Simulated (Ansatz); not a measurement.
Input file for Ansatz (a first-principles code):

Ansatz 0.2 input:
```yaml
crystal:
  lattice:
    - [2.5923540196, 0.0, 0.0]
    - [-1.2961770098, 2.2450444366, 0.0]
    - [0.0, 0.0, 2.7829804825]
  atoms:
    - { symbol: C, position: [0.5, 0.0, 0.0] }
    - { symbol: C, position: [0.0, 0.5, 0.6666666667] }
    - { symbol: C, position: [0.5, 0.5, 0.3333333333] }
kpoints:
  mp_grid: { grid: [12, 12, 8] }
hamiltonian:
  xc: pbesol
  pseudopotentials: { azcp: { folder: ./paw }, kind: paw }
scf:
  occupations: { method: fixed }
phonons:
  method: dfpt
  response_accuracy: low
  qmesh: [4, 4, 4]
  interpolated_qmesh: [24, 24, 19]
  dielectric: true
  rigid_motions: translations
  temperatures: { t_max: 1000, t_step: 50 }
  qpath:
    path:
      - [[0.0, 0.0, 0.0], [0.5, 0.0, 0.0], [0.3333333333, 0.3333333333, 0.0], [0.0, 0.0, 0.0], [0.0, 0.0, 0.5], [0.5, 0.0, 0.5], [0.3333333333, 0.3333333333, 0.5], [0.0, 0.0, 0.5]]  # Γ-M-K-Γ-A-L-H-A
      - [[0.5, 0.0, 0.5], [0.5, 0.0, 0.0]]  # L-M
      - [[0.3333333333, 0.3333333333, 0.5], [0.3333333333, 0.3333333333, 0.0]]  # H-K
    npoints: 9
```

Output (shortened):

```
WARN phonons: the dynamical matrix that this run interpolates holds no multipole term above the dipole-dipole one, and a site of this crystal is no centre of …
Pseudopotential: C, paw, valence charge 4
Functional definition: PBEsol
Crystal: 3 atoms, lattice volume = 16.197 Å³
Basis set: ecut = 420 eV, 327 PW (Γ), exchange–correlation on 36×36×48 points (8 copies of the dense FFT grid, shifted against one another)
Bands: 10, of which v1, the nominal top of the filled ones, is band 6 counted from 1 (5 counted from 0)
Symmetry: 12 space group operations
k-points: 580 of 1152 (irreducible under 1 space group operation, time reversal used)
SCF iter   1: F=—  HF=-737.149167 eV  |F-HF|=—  |Δ(HF+E_count)|=         —  Δρ=1.19e-1  dr2=1.26e0  ethr=3.10e-3  ⟨swp⟩=4.0  Hψ=30947  notcnv=0  defer=1048
preconditioner: auto → none
SCF iter   2: F=—  HF=-736.798359 eV  |F-HF|=—  |Δ(HF+E_count)|=   3.51e-1  Δρ=5.06e-2  dr2=1.97e-1  ethr=3.10e-3  ⟨swp⟩=3.0  Hψ=14726  notcnv=0  defer=1112
SCF iter   3: F=—  HF=-736.753209 eV  |F-HF|=—  |Δ(HF+E_count)|=   4.51e-2  Δρ=4.29e-3  dr2=9.50e-4  ethr=1.64e-3  ⟨swp⟩=3.0  Hψ=10439  notcnv=0  defer=1158
SCF iter   4: F=—  HF=-736.753284 eV  |F-HF|=—  |Δ(HF+E_count)|=   7.50e-5  Δρ=1.53e-4  dr2=1.26e-6  ethr=7.92e-6  ⟨swp⟩=2.0  Hψ=6994  notcnv=0  defer=1158
SCF iter   5: F=—  HF=-736.753287 eV  |F-HF|=—  |Δ(HF+E_count)|=   3.24e-6  Δρ=4.23e-5  dr2=6.68e-8  ethr=1.05e-8  ⟨swp⟩=2.0  Hψ=9324  notcnv=0  defer=6
SCF iter   6: F=—  HF=-736.753287 eV  |F-HF|=—  |Δ(HF+E_count)|=  5.35e-10  Δρ=3.27e-6  dr2=6.33e-10  ethr=5.57e-10  ⟨swp⟩=2.0  Hψ=6709  notcnv=0  defer=6
SCF iter   7: F=-736.753287 eV  HF=-736.753287 eV  |F-HF|=4.09e-12  |Δ(HF+E_count)|=  1.68e-10  Δρ=6.03e-7  dr2=1.69e-11  ethr=1.00e-12  ⟨swp⟩=8.0  Hψ=32082  notcnv=0
SCF 1 converged in 7 iterations: F = -736.753287 eV  dr2 = 1.69e-11
DFPT response loops at Γ: preconditioner auto → none (the input reference at scf.mixing.eps_inf says where Resta's filter doesn't serve); β = 0.50 …
── the response to a field inside a basis, on 12×12×8 k-points: an SCF that follows is theirs, and a resumed run solves both again ──
Crystal: 3 atoms, lattice volume = 16.197 Å³
Bands: 7, of which v1, the nominal top of the filled ones, is band 6 counted from 1 (5 counted from 0)
k-points: 168 of 1152 (irreducible under 4 space group operations, time reversal used)
SCF iter   1: F=—  HF=-736.755428 eV  |F-HF|=—  |Δ(HF+E_count)|=         —  Δρ=3.57e-4  dr2=2.43e-6  ethr=1.00e-1
preconditioner: auto → none
SCF iter   2: F=—  HF=-736.755430 eV  |F-HF|=—  |Δ(HF+E_count)|=   2.01e-6  Δρ=1.78e-4  dr2=5.59e-7  ethr=2.02e-8
SCF iter   3: F=-736.755430 eV  HF=-736.755430 eV  |F-HF|=1.29e-9  |Δ(HF+E_count)|=   7.74e-7  Δρ=7.16e-6  dr2=1.30e-9  ethr=4.66e-9
SCF 1 converged in 3 iterations: F = -736.755430 eV  dr2 = 1.30e-9
DFPT response loops at Γ: mixed as the last ones told, above
NSCF: frozen V_eff on 95 k-points
NSCF: frozen V_eff on 688 k-points
DFPT response loops at q = (0, 0, 0.25) (fractional): mixed as the last ones told, above
NSCF: frozen V_eff on 430 k-points
DFPT response loops at q = (0, 0, -0.5) (fractional): preconditioner auto → Resta (q_TF=auto, 2.595 Å⁻¹)  ε∞=5.8 (no band partly filled) …
NSCF: frozen V_eff on 1440 k-points
DFPT response loops at q = (0, 0.25, 0) (fractional) …
NSCF: frozen V_eff on 2304 k-points
DFPT response loops at q = (0, 0.25, 0.25) (fractional): mixed as the last ones told, above
NSCF: frozen V_eff on 1440 k-points
DFPT response loops at q = (0, 0.25, -0.5) (fractional): preconditioner auto → Resta (q_TF=auto, 2.595 Å⁻¹)  ε∞=5.8 (no band partly filled) …
NSCF: frozen V_eff on 740 k-points
DFPT response loops at q = (0, -0.5, 0) (fractional): mixed as the last ones told, above
NSCF: frozen V_eff on 1184 k-points
DFPT response loops at q = (0, -0.5, 0.25) (fractional): mixed as the last ones told, above
NSCF: frozen V_eff on 740 k-points
DFPT response loops at q = (0, -0.5, -0.5) (fractional) …
NSCF: frozen V_eff on 1440 k-points
DFPT response loops at q = (0.25, 0.25, 0) (fractional): mixed as the last ones told, above
NSCF: frozen V_eff on 2304 k-points
DFPT response loops at q = (0.25, 0.25, 0.25) (fractional): mixed as the last ones told, above
NSCF: frozen V_eff on 1440 k-points
DFPT response loops at q = (0.25, 0.25, -0.5) (fractional): mixed as the last ones told, above
SCF converged after 7 iterations
Free energy (F): -736.753287 eV
Harris-Foulkes:  -736.753287 eV  (|F-HF|=4.09e-12)
Internal energy: -736.753287 eV  (E = F + TS)
E sigma→0 (E₀):  -736.753287 eV
Fermi energy:    14.991241 eV
--- Per-component energies (eV) ---
  E_band       = 66.324682
  E_kinetic    = 265.053795
  E_local      = -123.418537  (includes V_loc(G=0)·N_el)
  E_nonlocal   = 69.700873
  E_hartree    = 26.483279
  E_xc         = -141.696162
  E_vxc        = -175.538322  (∫ρ·V_xc dr)
  E_paw        = -287.400908  (= ΣΔE_a)
  E_vpaw       = -22.439733  (= ΣTr[D̂ρ^β])
  E_aug_tail   = 0.000049  (compensation charges beyond the density's cutoff)
  E_ewald      = -545.538978
  E_core_change = 0.063301  (= ΣΔE_core)
  E_smearing   =  0.000000  (= −TS)
  E_closure    = 0.000000  (closes the sum)
  Σ components = -736.753287   (vs F -736.753287, Δ=0.00e0)
  [band-id]    e_kinetic+e_local+e_nonlocal+2·e_hartree+e_vxc+e_vpaw+e_augmentation_tail = 66.324683   (vs E_band 66.324682, Δ=1.52e-6)
--- Band table (eV; the first three rows and the last of 580) ---
  k-point 0: bands = ["-7.7788", "6.8624", "6.8624", "8.2537", "13.0358", "13.0358", "21.8569", "21.8569", "24.4395", "24.8069"]
  k-point 1: bands = ["-7.5340", "3.7303", "8.4977", "9.9590", "12.9737", "13.2796", "21.4994", "22.2063", "22.6064", "24.2096"]
  k-point 2: bands = ["-6.8009", "0.8156", "9.2153", "12.6118", "13.0874", "13.4797", "20.0116", "21.4985", "23.5098", "23.5518"]
  k-point 579: bands = ["0.8482", "0.9021", "2.6900", "2.9558", "10.3914", "11.5185", "17.5703", "19.0044", "25.2558", "27.4378"]
--- Phonons (Γ-DFPT): 3 representative perturbations + reference, on 580 of 1152 k-points (Σ response iterations 9) ---
  ASR residual: 1.943e-4 → 0.000e0 eV/Å²; symmetrization residual: 3.117e-6 eV/Å²
  ASR residual per site (eV/Å²): 1.94e-4 1.94e-4 1.94e-4
  Γ frequencies (cm⁻¹): 0.00 0.00 0.00 879.30 966.40 966.40 1086.29 1131.21 1131.21
  ε∞ (high-frequency dielectric tensor):
        8.260922     0.000000     0.000000
        0.000000     8.260922     0.000000
        0.000000     0.000000     8.734622
  ε⁰ (static dielectric tensor: ions relaxed, cell fixed):
        8.287904     0.000000     0.000000
        0.000000     8.287904     0.000000
        0.000000     0.000000     8.734622
  ε⁰ − ε∞ (ionic part):
        0.026982     0.000000     0.000000
        0.000000     0.026982     0.000000
        0.000000     0.000000     0.000000
  softest optical mode at Γ: 879.30 cm⁻¹; the repairs (sum rule, projections) moved no ω² at Γ by more than (2.24 cm⁻¹)²
  Born effective charges Z* (e; rows j = field, columns β = displacement):
    site 0:
        -0.18223    0.00000    0.00000
         0.00000    0.18223    0.00000
         0.00000    0.00000    0.00000
    site 1:
         0.09112    0.15782    0.00000
         0.15782   -0.09112    0.00000
         0.00000    0.00000    0.00000
    site 2:
         0.09112   -0.15782    0.00000
        -0.15782   -0.09112    0.00000
         0.00000    0.00000    0.00000
  Z* charge neutrality: 1.144e-3 e pre-enforcement
  solved inside a basis spanned on kpoints, on 12×12×8 k-points, its susceptibility summed on 16×16×12 …
  optical modes at Γ without the LO–TO term, one row a degenerate level:
      ω (cm⁻¹)  modes    IR ((D/Å)²/amu)
        879.30      1             0.0000
        966.40      2             0.3827
       1086.29      1             0.0000
       1131.21      2             0.0000
  optical modes at Γ + LO–TO along q̂ = [1.0000, 0.0000, 0.0000]:
      ω (cm⁻¹)  modes    IR ((D/Å)²/amu)
        879.30      1             0.0000
        966.40      1             0.1914
        967.97      1             0.1914
       1086.29      1             0.0000
       1131.21      2             0.0000
  optical modes at Γ + LO–TO along q̂ = [0.0000, 1.0000, 0.0000]:
      ω (cm⁻¹)  modes    IR ((D/Å)²/amu)
        879.30      1             0.0000
        966.40      1             0.1914
        967.97      1             0.1914
       1086.29      1             0.0000
       1131.21      2             0.0000
  optical modes at Γ + LO–TO along q̂ = [0.0000, 0.0000, 1.0000]:
      ω (cm⁻¹)  modes    IR ((D/Å)²/amu)
        879.30      1             0.0000
        966.40      2             0.3827
       1086.29      1             0.0000
       1131.21      2             0.0000
  non-analytic LO–TO correction: the dipole-dipole term of the run's Born effective charges and high-frequency dielectric tensor (where they are solved with …
--- Phonons (arbitrary-q DFPT): 12 irreducible q on the 4×4×4 mesh ---
  q = [0.0000, 0.0000, 0.0000] (star 1, of the zone-centre solve; hermiticity 9.92e-8, symmetrization 5.04e-8):  0.00 0.00 0.00 879.30 966.40 966.40 1086.29 1131.21 1131.21
  q = [0.0000, 0.0000, 0.2500] (star 2, 3 solved perturbations on 344 of 1152 k-point pairs; hermiticity 8.61e-8, symmetrization 7.20e-15): 340.76 351.38 507.69 804.82 815.12 1077.90 1084.12 1109.11 1115.18
  q = [0.0000, 0.0000, -0.5000] (star 1, 3 solved perturbations on 215 of 1152 k-point pairs; hermiticity 3.73e-8, symmetrization 4.09e-13): 571.16 624.00 624.00 652.04 884.46 884.46 1106.48 1121.72 1121.72
  q = [0.0000, 0.2500, 0.0000] (star 6, 6 solved perturbations in 3330 linear systems a pass and spin channel, the states on 720 of 1152 k-point pairs; hermiticity 1.25e-7, symmetrization 2.43e-15): 401.03 417.67 605.94 869.19 973.59 1016.48 1027.23 1094.31 1121.28
  q = [0.0000, 0.2500, 0.2500] (star 12, 9 solved perturbations in 8784 linear systems a pass and spin channel, the states on 1152 of 1152 k-point pairs; hermiticity 1.33e-7, symmetrization 1.83e-8): 506.46 511.10 717.14 825.05 879.99 984.81 1065.86 1083.74 1124.23
  q = [0.0000, 0.2500, -0.5000] (star 6, 6 solved perturbations in 3330 linear systems a pass and spin channel, the states on 720 of 1152 k-point pairs; hermiticity 5.71e-6, symmetrization 1.00e-6): 644.61 680.41 700.70 740.66 886.77 909.10 1058.35 1096.59 1119.61
  q = [0.0000, -0.5000, 0.0000] (star 3, 6 solved perturbations in 1755 linear systems a pass and spin channel, the states on 370 of 1152 k-point pairs; hermiticity 1.65e-7, symmetrization 1.98e-15): 582.05 657.13 841.80 864.35 899.53 981.90 1040.77 1088.25 1099.24
  q = [0.0000, -0.5000, 0.2500] (star 6, 9 solved perturbations in 4584 linear systems a pass and spin channel, the states on 592 of 1152 k-point pairs; hermiticity 1.88e-7, symmetrization 3.06e-8): 652.63 691.77 758.87 821.39 926.00 1022.36 1040.29 1071.92 1087.18
  q = [0.0000, -0.5000, -0.5000] (star 3, 6 solved perturbations in 1755 linear systems a pass and spin channel, the states on 370 of 1152 k-point pairs; hermiticity 4.37e-6, symmetrization 1.48e-6): 688.99 720.26 739.26 804.34 926.61 1041.50 1048.32 1055.53 1058.39
  q = [0.2500, 0.2500, 0.0000] (star 6, 5 solved perturbations in 3270 linear systems a pass and spin channel, the states on 720 of 1152 k-point pairs; hermiticity 9.80e-8, symmetrization 1.07e-12): 641.57 655.75 790.44 890.20 910.84 914.98 1065.57 1075.99 1114.26
  q = [0.2500, 0.2500, 0.2500] (star 12, 8 solved perturbations in 8688 linear systems a pass and spin channel, the states on 1152 of 1152 k-point pairs; hermiticity 1.29e-7, symmetrization 1.55e-7): 643.03 686.41 814.44 864.38 897.06 945.57 1040.50 1066.18 1107.74
  q = [0.2500, 0.2500, -0.5000] (star 6, 5 solved perturbations in 3270 linear systems a pass and spin channel, the states on 720 of 1152 k-point pairs; hermiticity 2.10e-6, symmetrization 1.19e-6): 681.40 729.48 769.09 845.31 939.69 950.22 1006.49 1055.82 1098.49
  sum rule: each row above includes the acoustic sum rule's correction from the zone centre's row sums; it moved no ω² by more than (2.10 cm⁻¹)²
  mesh force constants: q→R imaginary residual 8.12e-19; ASR residual 1.943e-4 → 0.000e0 eV/Å²; symmetrization residual 2.842e-14 eV/Å²
  interpolated dispersion: 85 rows × 9 modes
  density of states and harmonic sums: on the 24×24×19 q-mesh, interpolated from the force constants of a 4×4×4 supercell (with the dipole–dipole term)
  largest difference from the sums on the solved wave vectors: F 6.08e-3 eV, S 1.01e-5 and C_V 4.02e-6 eV/K
  zero-point energy: 0.487755 eV/cell   skipped modes (ω ≤ 0): 3   left out of the sums: 3.05e-5 of the cell's modes …
```

Cost: roughly 13 core-minutes on shared cores.

Space group P6_222. The start of the workflow was typed in or built on a structure type; neither database checked (COD, Materials Project) lists it. It is not the phase usual at ambient conditions (space group No. 194, 227). The PBEsol relaxation kept the symmetry of its start.

Potentials: the earlier of the program's two PAW sets. The files were generated under PBE; for other functionals the program regenerates the frozen cores, and for LDA and PBEsol the local potential too.

Ansatz is a plane-wave DFT program.
